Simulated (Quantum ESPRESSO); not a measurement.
**Band energies of TiNCl monolayer**

```
TiNCl
1.0
    3.23487     0.00000     0.00000
    0.00000     3.92129     0.00000
    0.00000     0.00000    19.40000
N Cl Ti
2 2 2
Direct
  0.00000   0.00000   0.98024
  0.50000   0.50000   0.01976
  0.50000   0.50000   0.86678
  0.00000   0.00000   0.13322
  0.00000   0.50000   0.96071
  0.50000   0.00000   0.03929
```

norm-conserving PBEsol (Quantum ESPRESSO, 84 Ry, scalar-relativistic); path ΓXSYΓS; energies in eV from the valence-band maximum.

| k (1/Å) | point | band 20 | band 21 | band 22 | band 23 | band 24 | band 25 | band 26 | band 27 |
|---|---|---|---|---|---|---|---|---|---|
| 0.00 | Γ | -2.36 | -2.20 | -1.77 | -0.90 | 0.00 | 0.55 | 1.80 | 2.10 |
| 0.39 |  | -2.41 | -2.19 | -1.76 | -1.59 | -1.23 | 1.56 | 2.10 | 2.13 |
| 0.78 |  | -2.69 | -1.82 | -1.65 | -1.40 | -1.39 | 1.98 | 2.02 | 2.19 |
| 0.97 | X | -3.03 | -1.69 | -1.69 | -1.31 | -1.31 | 2.02 | 2.02 | 2.11 |
| 1.17 |  | -3.05 | -1.79 | -1.79 | -1.13 | -1.13 | 1.76 | 1.76 | 2.05 |
| 1.57 |  | -3.15 | -2.28 | -2.28 | -1.87 | -1.87 | 1.96 | 1.96 | 2.13 |
| 1.77 | S | -3.27 | -2.44 | -2.44 | -2.12 | -2.12 | 2.03 | 2.03 | 2.23 |
| 1.97 |  | -3.45 | -2.33 | -2.33 | -2.09 | -2.09 | 1.84 | 1.84 | 2.34 |
| 2.35 |  | -2.91 | -2.56 | -2.56 | -1.86 | -1.86 | 1.61 | 1.61 | 2.25 |
| 2.74 | Y | -3.26 | -1.92 | -1.92 | -1.65 | -1.65 | 1.50 | 1.50 | 2.33 |
| 2.90 |  | -3.21 | -1.93 | -1.88 | -1.70 | -1.58 | 1.50 | 1.60 | 2.11 |
| 3.22 |  | -2.36 | -1.95 | -1.75 | -1.29 | -1.19 | 1.27 | 1.87 | 1.98 |
| 3.54 | Γ | -2.36 | -2.20 | -1.77 | -0.90 | 0.00 | 0.55 | 1.80 | 2.10 |
| 3.82 |  | -2.28 | -2.28 | -1.90 | -1.51 | -0.75 | 1.06 | 2.01 | 2.05 |
| 4.10 |  | -2.44 | -2.42 | -2.18 | -1.55 | -1.36 | 1.32 | 1.83 | 1.99 |
| 4.38 |  | -2.87 | -2.41 | -2.28 | -1.63 | -1.61 | 1.59 | 1.71 | 2.02 |
| 4.80 | S | -3.27 | -2.44 | -2.44 | -2.12 | -2.12 | 2.03 | 2.03 | 2.23 |

The PBEsol gap is direct, 0.55 eV at Γ. The valence-band maximum lies 6.42 eV below the vacuum level.

Geometry relaxed with PBEsol.

This is a model layer cut from the bulk structure; whether it is stable on its own was not checked.

Letters of k points follow the standard setting of the lattice, whose axes may be ordered differently from the printed cell.
